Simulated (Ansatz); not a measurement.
## Computed properties of Cu

Cu:
```yaml
crystal:
  lattice:
    - [2.53232, 0.00000, 0.00000]
    - [-1.26616, 2.19305, 0.00000]
    - [0.00000, 0.00000, 4.13292]
  atoms:
    - { symbol: Cu, position: [0.33333, 0.66667, 0.25000] }
    - { symbol: Cu, position: [0.66667, 0.33333, 0.75000] }
```

Space group P6_3/mmc (No. 194), hcp (Mg type); conventional cell a = b = 2.532 Å, c = 4.133 Å, α = β = 90.00°, γ = 120.00°.

Method: r²SCAN in the plane-wave PAW code Ansatz. Structure relaxed to zero pressure with the same functional. Other levels are named where they apply.

### Cell and energy

```
Quantity             Result
---------------  ----------
Volume per atom    11.48 Å³
Density          9.19 g/cm³
```

### Electronic structure

```
Item                                                                         Value
------------------------------------  --------------------------------------------
Electronic character                                             metallic (no gap)
Density of states at the Fermi level  0.32 states/eV per atom (mean over ±0.08 eV)
```

### Mechanics

```
Quantity                                                                                      Result
--------------------------------------------  ------------------------------------------------------
Bulk modulus (Birch–Murnaghan fit)                                                           161 GPa
Pressure derivative B′                                                                           5.0
Elastic constants (relaxed ions, GPa)         C11 = 238, C12 = 143, C13 = 101, C33 = 287, C44 = 46.6
Mechanical stability                                          stable (all eigenvalues of C positive)
Hill bulk and shear moduli                                                          161 and 53.9 GPa
Young's modulus                                                                              145 GPa
Poisson's ratio                                                                                 0.35
Debye temperature from the elastic constants                                                   359 K
```

### Phonons

```
Property                                       Result
-----------------------------  ----------------------
Highest zone-centre frequency                31.8 meV
Zone-centre stability          no imaginary mode at Γ
```

The workflow started from a Materials Project entry (that database holds measured and hypothetical structures alike); the Crystallography Open Database copy checked does not list it. It is not the phase usual at ambient conditions (space group No. 225). Symmetry was held in the r²SCAN relaxation. No spin polarisation was allowed. As this level gives no gap, shear constants depend on the k-mesh and smearing (Fermi–Dirac, 0.1 eV here). As this level gives no gap, phonon frequencies hold no LO–TO term and depend on the k-mesh and smearing (Fermi–Dirac, 0.1 eV here). Axis ratios of metals converge slowly with the k-mesh, so a and c are less sure than the volume. On the denser mesh and wider smearing of the elastic run this cell carries a stress of 0.7 GPa.

Potentials: the earlier of the program's two PAW sets.
